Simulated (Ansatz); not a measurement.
The cell below belongs to a search over invented structures; it isn't taken from experiment.

Input and command of a plane-wave DFT calculation in Ansatz:

```yaml
crystal:
  lattice:
    - [-4.349665701, 0.0413515652, -0.0228609189]
    - [-0.0235899743, -0.0285652044, -4.5524970347]
    - [0.0827031304, -8.6547910815, -0.0553647761]
  atoms:
    - { symbol: B, position: [0.4455265928, 0.806160137, 0.7602756172] }
    - { symbol: B, position: [0.4823514871, 0.8023734084, 0.2504539589] }
    - { symbol: B, position: [0.540788496, 0.5346418064, 0.9205733169] }
    - { symbol: B, position: [0.5495497602, 0.583488245, 0.4026883553] }
    - { symbol: B, position: [0.787970394, 0.5737700114, 0.7652343969] }
    - { symbol: B, position: [0.9000911212, 0.5553822833, 0.2402281438] }
    - { symbol: B, position: [0.4468672947, 0.5043878734, 0.5874396616] }
    - { symbol: B, position: [0.4957357267, 0.4999530214, 0.1100536638] }
    - { symbol: B, position: [0.1456174716, 0.5042717139, 0.7481371822] }
    - { symbol: B, position: [0.2012643086, 0.6088079935, 0.2222459998] }
    - { symbol: P, position: [0.4853554542, 0.199810785, 0.7502076692] }
    - { symbol: P, position: [0.5188818927, 0.2069527215, 0.2424620344] }
basis:
  ecutwfc: 420
kpoints:
  mp_grid: { grid: [4, 4, 2] }
hamiltonian:
  xc: pbe
scf:
  occupations: { method: gaussian, width: 0.1 }
  lower_state_search: "off"
output:
  forces: true
  stress: true
  eigenvalues: true
relax:
  adjacent_minimum: "off"
  f_tol: 0.025
  max_steps: 60
  cell: { stress_tol: 0.25 }
```

```bash
ansatz run input.yaml --threads 1 --pin off --max-ram 2560MiB --backend cpu --events-out ev --progress --plain --runs-dir out
```

Processor: Intel(R) Xeon(R) Processor @ 2.50GHz (Skylake/Cascade Lake), 1 thread, on a host shared with other jobs.

How long does it run, and how much memory does it take?

About 2.1 min, peak memory 0.42 GiB. It solves 32 bands at 20 k points (after reduction by symmetry) with about 3181 plane waves (on the last cell), in 48 SCF iterations over 7 ionic steps.
